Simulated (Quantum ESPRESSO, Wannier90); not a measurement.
# Wannierisation of HgTe (zinc blende)

```xyz
2
Lattice="0.0000 3.2900 3.2900 3.2900 0.0000 3.2900 3.2900 3.2900 0.0000" Properties=species:S:1:pos:R:3 pbc="T T T"
Hg     0.0000     0.0000     0.0000
Te    -1.6450    -1.6450    -1.6450
```

Materials Project entry mp-2730; symmetrised, unrelaxed at this level. COD (Crystallography Open Database) has the formula in 2 space groups, this one among them (matched by group alone). Method: PBEsol plane waves in Quantum ESPRESSO 7.5 (PseudoDojo norm-conserving files, 64 Ry, spinors with spin-orbit coupling), Bloch states on a 6×6×6 mesh through Γ, Wannier90 4.0.1. Density: 8×8×8 mesh, cold smearing 0.01 Ry. With spin-orbit coupling a semilocal functional can close or falsely invert a small gap; the band order was not checked against a better method.

A tight-binding model is made by disentanglement and projection with no localisation steps (num_iter = 0), so the 26 orbitals stay atom-like: hydrogen-like Hg: s;p;d; Te: s;p, axes along x, y, z; frozen window up to 1.50 eV relative to the Fermi level. It follows pw.x to 3.3 meV rms for states up to 1.0 eV relative to the Fermi level. Matrix elements depend on this choice of orbitals and windows.

What are the on-site energies relative to the Fermi level, and how fast do the hoppings decay?


| atom | orbitals | energy (eV) |
|---|---|---|
| Hg1 | s↑ s↓ | -2.49 |
| Hg1 | pz↑ pz↓ px↑ px↓ py↑ py↓ | 4.11 |
| Hg1 | dz2↑ dz2↓ dx2-y2↑ dx2-y2↓ | -6.81 |
| Hg1 | dxz↑ dxz↓ dyz↑ dyz↓ dxy↑ dxy↓ | -6.90 |
| Te2 | s↑ s↓ | -9.39 |
| Te2 | pz↑ pz↓ px↑ px↓ py↑ py↓ | -0.17 |

```csv
distance of the centres (Å),largest modulus (eV)
2–3,1.1
4–5,0.29
5–6,0.026
6–7,0.015
7–8,0.031
8–9,0.013
9–10,0.0073
10–11,0.0038
```

Effective spin-orbit constants λ of λ L·S, from the same-site elements px↑–py↑ (λ/2) and dx2-y2↑–dxy↑ (λ), where they are among the larger elements: Hg1 d 0.73 eV, Hg1 p 0.76 eV, Te2 p 0.61 eV.
